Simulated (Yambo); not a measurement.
```
Ba2MgH6
1.0
    5.71782     0.00000     0.00000
   -2.85891     4.95178     0.00000
    0.00000     0.00000     4.53831
H Mg Ba
6 1 2
Direct
  0.82964   0.65927   0.77533
  0.17036   0.34073   0.22467
  0.34073   0.17036   0.77533
  0.65927   0.82964   0.22467
  0.82964   0.17036   0.77533
  0.17036   0.82964   0.22467
  0.00000   0.00000   0.00000
  0.66667   0.33333   0.26704
  0.33333   0.66667   0.73296
```

Ba$_{2}$MgH$_{6}$ (space group P-3m1, No. 164): mean Im ε in 1 eV windows above the direct gap of 4.41 eV, for different electron-hole kernels (Yambo, broadening 0.15 eV, LDA (pw.x of Quantum ESPRESSO, ONCV potentials, without SOC) bands; 6×6×4 mesh, 6 valence and 9 conduction bands, static screening with 65 bands and a 3 Ry block, scissor 1.72 eV, Tamm-Dancoff; field along x).

```
window (eV)  independent quasiparticles  RPA (no attraction)  BSE
-----------  --------------------------  -------------------  ---
4.4 to 5.4                          1.2                  0.9  9.3
5.4 to 6.4                          7.2                  5.2  8.6
6.4 to 7.4                          8.0                  7.6  4.1
7.4 to 8.4                          5.3                  6.0  2.5
```

This run doesn't resolve bound excitons or single peaks, so only averages are given, and they too depend on the mesh; weight that the attraction moves below the gap isn't listed. All transitions below 8.56 eV are in the band window. The scissor comes from a G0W0 run whose convergence isn't established.

Geometry of the Materials Project entry, not relaxed at this level.

The structure is a Materials Project entry; no match was found in the copy of COD used, and its stability was not checked.
